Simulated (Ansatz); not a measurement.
## AlCu4: pressure against volume

AlCu4, P2_13, a = 6.225 Å. The structure is a Materials Project entry; whether it is the stable form wasn't checked. Ansatz: PBEsol, PAW, 420 eV, Γ-centred 6×6×6 mesh on 20 atoms, Gaussian smearing 0.10 eV; no spin polarisation. Shape and atoms are relaxed at each volume; pressure is positive in compression.

```
V (Å³/atom) P (GPa)
     10.612    25.55
     10.974    17.43
     11.336    10.59
     11.697     4.85
     12.059     0.00
     12.421    -4.07
     12.783    -7.49
     13.265        ?
```

Take V0 = 12.059 Å³/atom, fit the third-order Birch–Murnaghan form to the other rows, and predict the missing pressure.

With the Eulerian strain f = ½[(V0/V)^(2/3) − 1] and y = P/[3f(1 + 2f)^(5/2)], the form is the line y = B0 + 1.5 B0 (B0′ − 4) f. Rows (f, y): 0.04448, 154.7; 0.03244, 153.1; 0.02104, 151.3; 0.01026, 149.8; -0.00976, 146.0; -0.01906, 144.4. Means f = 0.01323, y = 149.88; Σ(Δf)² = 0.002987, ΣΔfΔy = 0.4900; the slope is their ratio. y = 147.7 + 164.1 f GPa, so B0 = 147.7 GPa and B0′ = 4 + 2 × (164.1)/(3 × 147.7) = 4.74. At V = 13.265, f = -0.03078, y = 142.65 and P = -11.24 GPa. The run gave -11.23 GPa, so the fit is 0.01 GPa too low, within the rms miss on the fitted rows (0.02 GPa). The form still works here, 22 % of the fitted range beyond its end.